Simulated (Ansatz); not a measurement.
Relaxed Ir (fcc, Cu type):

```
Ir
1.0
    3.83046     0.00000     0.00000
    0.00000     3.83046     0.00000
    0.00000     0.00000     3.83046
Ir
4
Direct
  0.00000   0.00000   0.00000
  0.50000   0.50000   0.00000
  0.50000   0.00000   0.50000
  0.00000   0.50000   0.50000
```

Computed with PBEsol (plane waves to 420 eV, PAW, scalar-relativistic; Ansatz, an electronic-structure program). k mesh 10×10×10 (Γ-centred), Fermi-Dirac smearing 0.05 eV. With partly filled bands, energies and forces of such displacements shift with the k mesh and the smearing. Ir is run without spin polarisation. Ir was relaxed with its symmetry unable to fall. Spin-orbit coupling is left out, though Ir is heavy.

One atom of the cell was then moved (with its periodic images), all else fixed, and the forces (eV/Å) came out as:

```csv
atom,Fx,Fy,Fz
Ir1,0.000,0.000,0.177
Ir2,0.000,0.000,-2.423
Ir3,0.000,0.000,1.123
Ir4,0.000,0.000,1.123
```

Q: Which atom was moved, and by which vector (Å)?

A: Ir2, by (0.00, 0.00, 0.16), 0.16 Å in all.

(A displaced cell: forces are minus the slopes of the energy, force constants its curvatures, and phonons follow from these.)
